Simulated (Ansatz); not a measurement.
## Ansatz 0.2.0, relaxation: SbC3N3

Input:

```yaml
crystal:
  lattice:
    - [4.814497, 3.614802, 0.0]
    - [4.814497, -3.614802, 0.0]
    - [1.815333, 0.0, -9.168101]
  atoms:
    - { symbol: Sb, position: [0.2904, 0.2904, 0.7384] }
    - { symbol: Sb, position: [0.7096, 0.7096, 0.2616] }
    - { symbol: C, position: [0.439, 0.019, 0.638] }
    - { symbol: C, position: [0.981, 0.561, 0.362] }
    - { symbol: "N", position: [0.379, 0.987, 0.051] }
    - { symbol: "N", position: [0.013, 0.621, 0.949] }
    - { symbol: C, position: [0.99, 0.236, 0.745] }
    - { symbol: C, position: [0.764, 0.01, 0.255] }
    - { symbol: "N", position: [0.795, 0.221, 0.755] }
    - { symbol: "N", position: [0.779, 0.205, 0.245] }
    - { symbol: "N", position: [0.515, 0.861, 0.557] }
    - { symbol: "N", position: [0.139, 0.485, 0.443] }
    - { symbol: C, position: [0.348, 0.078, 0.93] }
    - { symbol: C, position: [0.922, 0.652, 0.07] }
  symmetry: { tolerance: 0.0003 }
kpoints:
  mp_grid: { grid: [4, 4, 2], shift: [0, 0, 0] }
magnetization:
  spin_polarized: false
scf:
  occupations: { method: fermi_dirac }
  lower_state_search: "off"
hamiltonian:
  pseudopotentials: { kind: paw }
  xc: r2scan
basis:
  ecutwfc: 500
  fft_grid_basis: typed
relax:
  max_steps: 40
  cell: { p_target: 0.0 }
  f_tol: 0.03
output:
  forces: true
  stress: true
  eigenvalues: true
  populations: true
  elf: true
  write_potential: true
  volumetric_format: npy
  dos:
    e_range: [-12, 8]
    de: 0.05
    projected: { site_lists: { C: [C], "N": ["N"], Sb: [Sb] } }
  bader: false
checkpoint:
  read: saved_state
```

Launch command:

```bash
ansatz run input.yaml --threads 2 --pin off --max-ram 3584MiB --backend cpu --events-out ev --progress --plain --runs-dir out
```

Origin of the cell: a known structure type with other elements, at an estimated volume, so it need not be a known compound.

The smearing width isn't typed, so it takes its default of 0.1 eV.

The saved state is a converged single point of the same cell.

Steps («new basis» is an SCF on plane waves selected anew at the same cell):

```tsv
step	ΔF (meV/atom)	max force component (eV/Å)	P (GPa)	volume (Å³)	SCF iterations	step was
1	0.0	8.884	0.57	319.11	7	accepted
2	-239.0	1.524	0.21	318.74	8	accepted
3	-253.5	0.798	0.59	308.89	8	accepted
4	-258.1	0.711	0.73	303.79	8	accepted
5	-260.9	0.600	-0.54	293.12	8	accepted
6	-262.4	0.043	0.10	295.83	7	accepted
7	-262.5	0.043	-0.06	297.78	8	accepted
8	-262.7	0.047	0.01	300.71	9	accepted
9	-262.8	0.046	-0.03	302.09	8	accepted
10	-262.9	0.109	-0.11	303.49	8	accepted
11	-262.9	0.048	-0.06	303.35	6	accepted
12	-262.9	0.020	-0.01	303.44	8	accepted
13	-262.9	0.029	0.04	303.87	12	rejected
14	-262.9	0.010	0.01	303.89	11	accepted
15	-262.9	0.019	0.01	304.37	11	accepted
16	-262.7	0.019	0.02	304.37	6	new basis
```

The starting structure.

Space group C2 (No. 5); the run's cell has a = 6.020 Å, b = 6.020 Å, c = 9.346 Å, α = 81.06°, β = 81.06°, γ = 73.80°. Shortest distances: C–N 1.19 Å, C–Sb 1.92 Å, C–C 2.76 Å, N–Sb 2.97 Å.

After:

Space group C2 (No. 5); the run's cell has a = 5.871 Å, b = 5.871 Å, c = 9.261 Å, α = 85.46°, β = 85.46°, γ = 73.37°. Shortest distances: C–N 1.15 Å, C–Sb 2.18 Å, N–Sb 2.64 Å, C–C 2.97 Å.

```
CELL_PARAMETERS angstrom
4.70283 3.50746 0.22273
4.70283 -3.50746 0.22273
1.34910 0.00000 -9.16226
ATOMIC_POSITIONS crystal
Sb 0.30538 0.33548 0.73953
Sb 0.66452 0.69462 0.26047
C 0.43580 0.02744 0.60667
C 0.97256 0.56420 0.39333
N 0.44361 0.95383 0.02635
N 0.04617 0.55639 0.97365
C 0.96099 0.25444 0.74748
C 0.74556 0.03901 0.25252
N 0.77295 0.22919 0.74849
N 0.77081 0.22705 0.25151
N 0.51254 0.87433 0.53001
N 0.12567 0.48746 0.46999
C 0.38686 0.07942 0.92523
C 0.92058 0.61314 0.07477
```

| Quantity | Value |
| --- | --- |
| Free energy lowered by | 262.7 meV/atom |
| Volume change | -4.62 % |
| Final pressure | 0.02 GPa |
| Relaxation steps listed | 16 |

Caveats: no spin-orbit coupling, though heavy elements are present; the given cell is far from equilibrium, with atoms too close or a volume far off; the relaxation held the start's symmetry, so the end may be a saddle point.

Time: 4 min on 2 threads of Intel(R) Xeon(R) 6975P-C (Granite Rapids), on a shared host, peak memory 1.3 GiB, from a saved density.
